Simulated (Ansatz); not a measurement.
SiBCN:
```yaml
crystal:
  lattice:
    - [2.86167, 0.00000, 0.00000]
    - [-1.43084, 2.47828, 0.00000]
    - [0.00000, 0.00000, 4.63498]
  atoms:
    - { symbol: B, position: [0.33333, 0.66667, 0.49141] }
    - { symbol: Si, position: [0.66667, 0.33333, 0.00172] }
    - { symbol: C, position: [0.33333, 0.66667, 0.14590] }
    - { symbol: N, position: [0.66667, 0.33333, 0.61096] }
```

Relaxed with PBEsol.

Problem. Give the optical modes at the zone centre with their infrared activity from DFPT, the program Ansatz at the PBEsol level (PAW).

Solution. Transverse frequencies, without the LO–TO term; a row sums one degenerate level.

```
ω (cm⁻¹)  degeneracy  IR ((D/Å)²/amu)  activity  symmetry
--------  ----------  ---------------  --------  --------
329                2             1.70        IR         E
517                2            27.03        IR         E
742                1            11.88        IR        A1
902                1             1.06        IR        A1
952                2            44.77        IR         E
1010               1            25.69        IR        A1
```

Problem. How high does the top mode go among those that the LO–TO term moves?

Solution. 1092 cm⁻¹ for q along x, 1092 cm⁻¹ for q along y, 1166 cm⁻¹ for q along z.

Space group P3m1. The start of the workflow was typed in or built on a structure type; neither database checked (COD, Materials Project) lists it. Whether it is the stable phase at ambient conditions was not checked. The cell was relaxed with PBEsol under the symmetry of its start; its stability against distortions is not shown here. The volume moved by -19 % from the start of the relaxation.

Potentials: the earlier of the program's two PAW sets. The files were generated under PBE; for other functionals the program regenerates the frozen cores, and for LDA and PBEsol the local potential too.
